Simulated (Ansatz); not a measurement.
**As (Pm-3m), a film clamped to a substrate**

These are results of DFT r2SCAN, scalar-relativistic, plane waves, PAW (Ansatz), not measurements. The runs took a 500 eV cutoff, a Γ-centred 18×18×18 mesh and Gaussian smearing (0.15 eV). No spin polarisation. Energies are free energies at this smearing, counted from the undisturbed cell; pressure is positive in compression.

Zero of the scan (as given, not relaxed at this level; it stands at 0.4 GPa; this simple cubic form isn't the usual structure):

```
As
1.0
     2.70368    0.00000    0.00000
     0.00000    2.70368    0.00000
     0.00000    0.00000    2.70368
As
1
Direct
  0.50000 0.50000 0.50000
```

The cell (1 atom, V0 = 19.76 Å³) is strained by p along both x and y and by q along z, fractional coordinates fixed. τp = (1/V0) ∂E/∂p = (σxx + σyy)(1 + p)(1 + q) and τq = (1/V0) ∂E/∂q = σzz(1 + p)², with tension positive.

```
     p q  ΔE (meV/atom)  τp (GPa)  τq (GPa)
 0.000   0.000           0.00     -0.80     -0.40
-0.030   0.000          29.22    -15.60     -3.25
 0.030   0.000          21.62     11.85      0.86
 0.000  -0.030          14.03     -2.37     -7.35
 0.000   0.030           8.17      1.60      4.52
```

Problem. Get the second derivatives of the energy density.

Solution. Central differences give A = ∂τp/∂p = 458 GPa (C11 + C22 + 2 C12), C = ∂τq/∂q = 198 GPa (C33) and the cross term B = ∂τq/∂p = 68 GPa (C13 + C23); ∂τp/∂q = 66 GPa must equal B, and any difference shows higher-order terms. Steps this large leave an error of some per cent of A or C in all of these, which can swamp a small B. The ions are clamped. In a cubic crystal C11 = C = 198, C12 = B/2 = 34 GPa and A should be 2(C11 + C12) = 464 GPa; the bulk modulus is (C11 + 2 C12)/3 = 89 GPa.

Problem. A film of this crystal grows with z along the normal on a substrate that imposes p. How does its thickness respond, and what does the misfit cost?

Solution. Count p and q from the stress-free cell. A free surface needs τq = 0, so q = −(B/C) p = -0.35 p. The energy density left is (A − B²/C) p²/2 = M p², with the biaxial modulus M = 217 GPa; a misfit of 1 % costs 2.68 meV/atom, against 2.82 meV/atom if the thickness were held.

In a metal these slopes depend on the k mesh and the smearing.